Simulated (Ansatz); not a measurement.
**Formation energy of KAl (NaTl type)**

```yaml
crystal:
  lattice:
    - [0.00000, 3.84645, 3.84645]
    - [3.84645, 0.00000, 3.84645]
    - [3.84645, 3.84645, 0.00000]
  atoms:
    - { symbol: K, position: [0.12500, 0.12500, 0.12500] }
    - { symbol: K, position: [0.87500, 0.87500, 0.87500] }
    - { symbol: Al, position: [0.37500, 0.37500, 0.37500] }
    - { symbol: Al, position: [0.62500, 0.62500, 0.62500] }
```

The cell comes from a relaxation on PAW files under the same functional, begun from a prototype that needn't be the stable phase.

All numbers are PBE results (scalar-relativistic) from Ansatz 0.2.0, with a Γ-centred 7×7×7 k mesh, Fermi–Dirac smearing of 0.05 eV, no spin polarisation. Methods: LAPW: all electrons, basis error target 0.5 meV/atom; PAW: frozen-core files, cutoff 420 eV; norm-conserving: pseudopotentials, cutoff 850 eV.

The elements are taken as Al fcc, K bcc, each relaxed on PAW files under the same functional and computed by the same method as the compound; zero-point and thermal terms are left out.

The norm-conserving files are those that the library serves for this functional.

(1) What is the formation energy by LAPW, and how far do the other methods lie from it?

(2) Give the LAPW value for one formula unit in kJ/mol.

(3) What Bader charges does the PAW density give?

Answers

(1) 0.323 eV/atom; PAW +0.4 meV/atom; norm-conserving -0.6 meV/atom. The compound is unstable against these elements; other compounds of the system weren't compared.

(2) 0.323 eV/atom × 2 atoms × 96.485 kJ/(mol·eV) = 62.3 kJ/mol, at zero temperature and without zero-point motion.

(3) K1 +0.64 e, Al3 -0.64 e.
